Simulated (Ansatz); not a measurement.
All numbers below come from Ansatz, DFT PBE, scalar-relativistic, plane waves, PAW. All cells share a 420 eV cutoff and Γ-centred k meshes spaced at most about 0.3 Å⁻¹ (about 0.25 or finer for metals, 2π included). No spin polarisation in the final relaxations.

These are static total energies at zero pressure.

Two relaxed structures of Hf₄Br:

A.

```yaml
crystal:
  lattice:
    - [3.66881, 0.00000, 0.00000]
    - [0.00000, 3.66881, 0.00000]
    - [0.00000, 0.00000, 9.38634]
  atoms:
    - { symbol: Hf, position: [0.00000, 0.00000, 0.50000] }
    - { symbol: Hf, position: [0.50000, 0.50000, 0.00000] }
    - { symbol: Hf, position: [0.50000, 0.50000, 0.67140] }
    - { symbol: Hf, position: [0.50000, 0.50000, 0.32860] }
    - { symbol: Br, position: [0.00000, 0.00000, 0.00000] }
```

B.

```yaml
crystal:
  lattice:
    - [2.99169, 1.72725, 4.79044]
    - [-2.99169, 1.72725, 4.79044]
    - [0.00000, -3.45451, 4.79044]
  atoms:
    - { symbol: Hf, position: [0.50000, 0.50000, 0.50000] }
    - { symbol: Hf, position: [0.50000, 0.50000, 0.00000] }
    - { symbol: Hf, position: [0.00000, 0.50000, 0.50000] }
    - { symbol: Hf, position: [0.50000, 0.00000, 0.50000] }
    - { symbol: Br, position: [0.00000, 0.00000, 0.00000] }
```

Problem. Which form is favoured at zero pressure, and by what margin per atom?

Solution. A is lower, by 0.45 eV/atom. A has space group P4/mmm (No. 123), 25.3 Å³/atom and no gap on its mesh; B has space group R-3m (No. 166), 29.7 Å³/atom and no gap. Counting Hf atoms around Br (those within 1.25 times the shortest such distance or 1.15 times the sum of covalent radii, 1.27 where that leaves under three), A has Br 4 and B has Br 6. The denser one is the lower, and pressure would at first widen the difference. Even the lower one lies +0.61 eV/atom against the reference forms of the elements (uncorrected), so neither is stable at this level. In A, around Hf on a site of symmetry 4/mmm lie 8 Hf at 3.05 Å and 4 Hf at 3.67 Å; Hf on a second site of symmetry 4/mmm has 4 Br at 2.59 Å, 2 Hf at 3.08 Å and 4 Hf at 3.67 Å; Br is surrounded by 4 Hf at 2.59 Å; 1 more site not described. In B, Hf on a site of symmetry -3m has 6 Hf at 2.95 Å; Hf on a site of symmetry 2/m has 6 Hf at 2.95–2.99 Å and 2 Br at 2.99 Å; Br has 6 Hf at 2.99 Å. Both come from invented guesses. A third cell relaxed alike, in Cmmm, lies 0.52 eV/atom below the lower of the two.

Spin–orbit coupling, which can matter for Hf, is left out. A magnetic state wasn't ruled out in cells without spin, among them P4/mmm, R-3m. Cells relaxed within their symmetry can be saddle points.
